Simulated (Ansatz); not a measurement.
Relaxed-ion elastic tensor of SiMo (CsCl type, Pm-3m) in GPa (Voigt order), PBEsol (plane waves, PAW; program Ansatz); density 7.48 g/cm³, 13.77 Å³ per atom.

```
     1    2    3     4     5     6
-  ---  ---  ---  ----  ----  ----
1  275  204  204   0.0   0.0   0.0
2  204  275  204   0.0   0.0   0.0
3  204  204  275   0.0   0.0   0.0
4  0.0  0.0  0.0  94.4   0.0   0.0
5  0.0  0.0  0.0   0.0  94.4   0.0
6  0.0  0.0  0.0   0.0   0.0  94.4
```

Problem. Is the crystal mechanically stable?

Solution. Yes: the smallest eigenvalue of C is 71.4 GPa.

Problem. Work out the Voigt, Reuss and Hill averages.

Solution. K_V = 227, K_R = 227, K_H = 227; G_V = 70.9, G_R = 57.0, G_H = 63.9 GPa.

Problem. Give Young's modulus, Poisson's ratio, Pugh's ratio and the universal anisotropy index.

Solution. E = 9KG/(3K + G) = 175 GPa; ν = 0.37; K/G = 3.56 (ductile by the Pugh limit of 1.75); A_U = 5G_V/G_R + K_V/K_R − 6 = 1.23.

Problem. Estimate the sound speeds and the Debye temperature.

Solution. v_l = √((K + 4G/3)/ρ) = 6470 m/s, v_t = √(G/ρ) = 2920 m/s, mean 3300 m/s; Θ = (h/k)(3n/4πV)^(1/3) v_m = 410 K.

Problem. Give the Zener ratio and Young's modulus along [100], [110] and [111].

Solution. A = 2C44/(C11 − C12) = 2.64; 1/E = S11 − 2(S11 − S12 − S44/2)Γ with Γ = 0, 1/4, 1/3 gives 102, 183, 249 GPa.

Problem. Solve the Christoffel equation for the three sound speeds along [100], [110], [111].

Solution. Eigenvalues of C_ijkl n_j n_l equal ρv². In km/s, slowest first: [100] 3.55, 3.55, 6.06; [110] 2.19, 3.55, 6.68; [111] 2.72, 2.72, 6.87.

A made-up cell: these elements were put on the sites of a structure type; neither database checked (COD, Materials Project) lists it. Whether it is the stable phase at ambient conditions was not checked. The cell was relaxed with PBEsol under the symmetry of its start; whether a distortion lowers the energy is not shown. The run is not spin-polarised. As this level gives no gap, shear constants depend on the k-mesh and smearing (Fermi–Dirac, 0.1 eV here).

Potentials: the earlier of the program's two PAW sets. The files were generated under PBE; for other functionals the program regenerates the frozen cores, and for LDA and PBEsol the local potential too.
